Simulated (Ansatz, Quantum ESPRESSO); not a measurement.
Given: the input of a run of Quantum ESPRESSO 7.5 on Ca3Lu. Atoms were shifted at random by some hundredths of an Å from the given cell, which wasn't relaxed again for these runs. The cell comes from a database or a generator and needn't be the stable form of this composition.

Contents of pw.in:

```
&CONTROL
  calculation = 'scf'
  prefix = 'pwscf'
  outdir = './tmp'
  pseudo_dir = './pseudo'
  tprnfor = .true.
  tstress = .true.
  disk_io = 'nowf'
/
&SYSTEM
  ibrav = 0
  nat = 4
  ntyp = 2
  ecutwfc = 55
  ecutrho = 440
  nbnd = 37
  occupations = 'smearing'
  smearing = 'fd'
  degauss = 0.00367493
/
&ELECTRONS
  conv_thr = 8d-10
  electron_maxstep = 120
  mixing_beta = 0.5
/
ATOMIC_SPECIES
Lu   174.9668 Lu.paw.z_25.atompaw.wentzcovitch.v1.2.upf
Ca    40.0780 Ca_pbe_v1.uspp.F.UPF
CELL_PARAMETERS angstrom
   5.3617750000    0.0000000000    0.0000000000
   0.0000000000    5.3617750000    0.0000000000
   0.0000000000    0.0000000000    5.3617750000
ATOMIC_POSITIONS crystal
Lu     0.4868490000    0.5014140000    0.4996060000
Ca     0.0077790000    0.0016020000    0.4906390000
Ca    -0.0016350000    0.5011130000   -0.0040840000
Ca     0.5079650000    0.0103640000    0.0017640000
K_POINTS automatic
5 5 5 0 0 0
```

Potentials or basis: SSSP 1.3 efficiency PBE.

Run with:

```console
$ OMP_NUM_THREADS=1 pw.x -in pw.in > pw.out
```

Problem. Translate it to Ansatz 0.2.0. Potentials or basis there: Ansatz PAW, cutoff 420 eV.

Solution. As run (cutoffs and basis follow the program's own potentials, and thresholds, step limits or extra output files can differ):

input.yaml

```yaml
crystal:
  lattice:
    - [5.361775, 0.0, 0.0]
    - [0.0, 5.361775, 0.0]
    - [0.0, 0.0, 5.361775]
  atoms:
    - { symbol: Lu, position: [0.486849, 0.501414, 0.499606] }
    - { symbol: Ca, position: [0.007779, 0.001602, 0.490639] }
    - { symbol: Ca, position: [-0.001635, 0.501113, -0.004084] }
    - { symbol: Ca, position: [0.507965, 0.010364, 0.001764] }
hamiltonian:
  xc: pbe
  pseudopotentials: { kind: paw }
kpoints:
  mp_grid: { grid: [5, 5, 5] }
scf:
  occupations: { method: fermi_dirac, width: 0.05 }
output:
  forces: true
  stress: true
  eigenvalues: true
```

Potentials or basis: Ansatz PAW.

Command:

```sh
$ ansatz run input.yaml --threads 2 --pin off --max-ram 5120MiB --backend cpu --events-out ev --progress --plain --runs-dir out
```

Both were run:

|  | Quantum ESPRESSO | Ansatz |
| --- | --- | --- |
| Pressure | 0.0 GPa | 0.0 GPa |
| Largest force | 0.244 eV/Å | 0.244 eV/Å |
| Energy over the undisturbed cell | 5.0 meV/atom | 5.0 meV/atom |

Ansatz's pressure holds a Pulay term of +0.01 GPa for its cutoff of 420 eV, which the other run lacks.

Where Ansatz's input types no cutoff or centring, it takes its own default and a Γ-centred mesh.

Pressure is positive in compression.
